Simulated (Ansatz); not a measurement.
## Strain and the gap of WS₂ (2H-MoS2 type)

WS₂ built on the 2H-MoS2 prototype, relaxed with r2SCAN+rVV10 in Ansatz 0.2.0. Space group P6_3/mmc (No. 194), hexagonal; conventional cell a = 3.170 Å, c = 12.491 Å, 18.12 Å³ an atom. W has 6 S at 2.41 Å; S has 3 W at 2.41 Å.

The axes x, y and z are those of this cell:
```
W S
1.0
     3.16995    0.00000    0.00000
    -1.58497    2.74525    0.00000
     0.00000    0.00000   12.49107
W S
2 4
Direct
  0.33333 0.66667 0.25000
  0.66667 0.33333 0.75000
  0.66667 0.33333 0.37511
  0.66667 0.33333 0.12489
  0.33333 0.66667 0.87511
  0.33333 0.66667 0.62489
```

Unstrained: The PBE gap is indirect, 1.042 eV (Γ to Γ–K (0.52 of the way from Γ)), below the direct gap of 1.773 eV at K. The r2SCAN gap is indirect, 1.151 eV (Γ to Γ–K (0.52 of the way from Γ)), below the direct gap of 1.898 eV at K. The HSE06 gap is indirect, 1.573 eV (Γ to Γ–K (0.52 of the way from Γ)), below the direct gap of 2.258 eV at K. r2SCAN+SOC gives an indirect gap of 1.100 eV, from Γ to Γ–K (0.52 of the way from Γ); the least direct gap is 1.698 eV at K. Meshes: PBE 12×12×2, r2SCAN 12×12×2, HSE06 6×6×2, r2SCAN+SOC 12×12×2. Strains are changes of length per length. After each strain the atoms were relaxed again with r2SCAN+rVV10 in this cell and within any symmetry left, so distortions that break it or need a larger cell weren't tested; points keep the names that they have in the unstrained zone. Calculated for a static, non-magnetic cell.

Changes of the least gap in eV (an overlap counts as a negative gap):
```tsv
strain	volume change (%)	space group	PBE	r2SCAN	HSE06	r2SCAN+SOC
isotropic -4.0 % on every length	-11.5	P6_3/mmc	-0.244	-0.235	-0.269	-0.227
isotropic -3.0 % on every length	-8.7	P6_3/mmc	-0.168	-0.161	-0.185	-0.154
isotropic -2.0 % on every length	-5.9	P6_3/mmc	-0.103	-0.098	-0.113	-0.093
isotropic -1.0 % on every length	-3.0	P6_3/mmc	-0.047	-0.045	-0.051	-0.042
isotropic +1.0 % on every length	+3.0	P6_3/mmc	+0.002	-0.034	-0.085	-0.030
isotropic +2.0 % on every length	+6.1	P6_3/mmc	-0.165	-0.206	-0.270	-0.194
isotropic +3.0 % on every length	+9.3	P6_3/mmc	-0.324	-0.371	-0.446	-0.353
isotropic +4.0 % on every length	+12.5	P6_3/mmc	-0.474	-0.527	-0.614	-0.503
```

Isotropic -4.0 % on every length. HSE06: the gap goes from 1.573 to 1.304 eV (-0.269 eV); the edges go from Γ → Γ–K (0.52) to Γ → Γ–K (0.53). Stress change with PBE, compression positive: xx +15.99, yy +15.99, zz +5.75 GPa.

Isotropic -3.0 % on every length. HSE06: the gap goes from 1.573 to 1.388 eV (-0.185 eV); the edges go from Γ → Γ–K (0.52) to Γ → Γ–K (0.53). Stress change with PBE, compression positive: xx +11.30, yy +11.30, zz +3.79 GPa.

Isotropic -2.0 % on every length. HSE06: the gap goes from 1.573 to 1.460 eV (-0.113 eV); the edges go from Γ → Γ–K (0.52) to Γ → Γ–K (0.53). Stress change with PBE, compression positive: xx +7.11, yy +7.11, zz +2.23 GPa.

Isotropic -1.0 % on every length. HSE06: the gap goes from 1.573 to 1.522 eV (-0.051 eV). Stress change with PBE, compression positive: xx +3.37, yy +3.37, zz +1.02 GPa. For HSE06, dE_g/d ln V = 1.7 eV over this step.

Isotropic +1.0 % on every length. HSE06: the gap goes from 1.573 to 1.488 eV (-0.085 eV); the edges go from Γ → Γ–K (0.52) to Γ → K. Stress change with PBE, compression positive: xx -3.02, yy -3.02, zz -0.78 GPa.

Isotropic +2.0 % on every length. HSE06: the gap goes from 1.573 to 1.303 eV (-0.270 eV); the edges go from Γ → Γ–K (0.52) to Γ → K. Stress change with PBE, compression positive: xx -5.72, yy -5.72, zz -1.40 GPa.

Isotropic +3.0 % on every length. HSE06: the gap goes from 1.573 to 1.127 eV (-0.446 eV); the edges go from Γ → Γ–K (0.52) to Γ → K. Stress change with PBE, compression positive: xx -8.15, yy -8.15, zz -1.88 GPa.

Isotropic +4.0 % on every length. HSE06: the gap goes from 1.573 to 0.959 eV (-0.614 eV); the edges go from Γ → Γ–K (0.52) to Γ → K. Stress change with PBE, compression positive: xx -10.34, yy -10.34, zz -2.26 GPa.

Only the levels marked +SOC include spin-orbit coupling.

Where an edge lies off the special points, it is a point of the mesh or the k point where a search put PBE's edge or least direct gap, reused for the other functionals, whose own edges may lie a little apart.

The meshes of the hybrids are coarse, so their gaps aren't converged to the digits shown.
